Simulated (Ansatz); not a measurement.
System: NiO, 4 atoms in the cell.

```
Ni O
1.0
     4.17000    2.08500    2.08500
     2.08500    4.17000    2.08500
     2.08500    2.08500    4.17000
Ni O
2 2
Direct
  0.00000 0.00000 0.00000
  0.50000 0.50000 0.50000
  0.25000 0.25000 0.25000
  0.75000 0.75000 0.75000
```

All numbers below come from PBE+U, plane waves, PAW datasets (generated soft set 1) in Ansatz 0.2.0 development build.

Cutoff 420 eV; k-mesh 4×4×4 Γ-centred; fixed occupations; starting moments Ni1 2, Ni2 -2 μB; U(eff) = 6 eV on Ni d (Dudarev, all-electron orthogonalised atomic projectors).

Task: How large is the gap on this mesh, is it direct, and where do the band edges lie (fractions of the reciprocal vectors of this cell)?

Result: 3.16 eV, indirect from (-0.500, -0.500, -0.500) to (0.000, 0.000, 0.000); the smallest direct gap is 3.99 eV.

Task: List the levels near the gap for spin up at (0.000, 0.000, 0.000), (0.000, 0.000, 0.250), (0.000, 0.000, -0.500), (0.000, 0.250, 0.250), (0.000, 0.250, -0.500), (-0.500, -0.500, -0.500), in eV from the top of the valence band (v1 is the highest filled band, c1 the lowest empty one).

Result: 
```tsv
k	v4	v3	v2	v1	c1	c2	c3
(0.000, 0.000, 0.000)	-1.00	-1.00	-0.85	-0.85	3.16	4.21	4.21
(0.000, 0.000, 0.250)	-1.74	-1.59	-0.78	-0.50	3.71	4.10	6.28
(0.000, 0.000, -0.500)	-1.99	-1.94	-1.20	-0.60	4.05	4.08	9.01
(0.000, 0.250, 0.250)	-2.10	-2.00	-0.39	-0.21	4.02	4.03	5.95
(0.000, 0.250, -0.500)	-2.23	-1.84	-1.08	-0.85	3.88	4.25	8.84
(-0.500, -0.500, -0.500)	-1.62	-1.62	0.00	0.00	3.99	3.99	5.89
```

Task: List the levels near the gap for spin down at (0.000, 0.000, 0.000), (0.000, 0.000, 0.250), (0.000, 0.000, -0.500), (0.000, 0.250, 0.250), (0.000, 0.250, -0.500), (-0.500, -0.500, -0.500), in eV from the top of the valence band (v1 is the highest filled band, c1 the lowest empty one).

Result: 
```
                       k     v4     v3     v2     v1    c1    c2    c3
   (0.000, 0.000, 0.000)  -1.00  -1.00  -0.85  -0.85  3.16  4.21  4.21
   (0.000, 0.000, 0.250)  -1.74  -1.59  -0.78  -0.50  3.71  4.10  6.28
  (0.000, 0.000, -0.500)  -1.99  -1.94  -1.20  -0.60  4.05  4.08  9.01
   (0.000, 0.250, 0.250)  -2.10  -2.00  -0.39  -0.21  4.02  4.03  5.95
  (0.000, 0.250, -0.500)  -2.23  -1.84  -1.08  -0.85  3.88  4.25  8.84
(-0.500, -0.500, -0.500)  -1.62  -1.62   0.00   0.00  3.99  3.99  5.89
```

A gap read on the mesh is an upper bound of this method's gap, since the mesh can miss a band edge. The k-mesh is modest, so these values aren't fully converged in k. With open shells the self-consistent state may not be the lowest one. Semilocal functionals give gaps that mostly lie well below measured ones.
